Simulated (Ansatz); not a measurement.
Name crystals whose computed values (plane-wave PAW r²SCAN (Ansatz code)) fall in these windows: highest Γ mode, no LO–TO term (cm⁻¹) 350 to 470; Θ_D (K) 290 to 360.



| crystal | highest Γ mode, no LO–TO term (cm⁻¹) | Θ_D (K) |
|---|---|---|
| CuIr2S4, spinel | 405 | 325 |
Others may fit too.

Standing as an ambient phase not checked: CuIr2S4, spinel. The cell was relaxed under the symmetry of its start. Rows with no word on spin ran without spin polarisation. Spin–orbit coupling is left out wherever it is not named.

Potentials: the later of the program's two PAW sets.
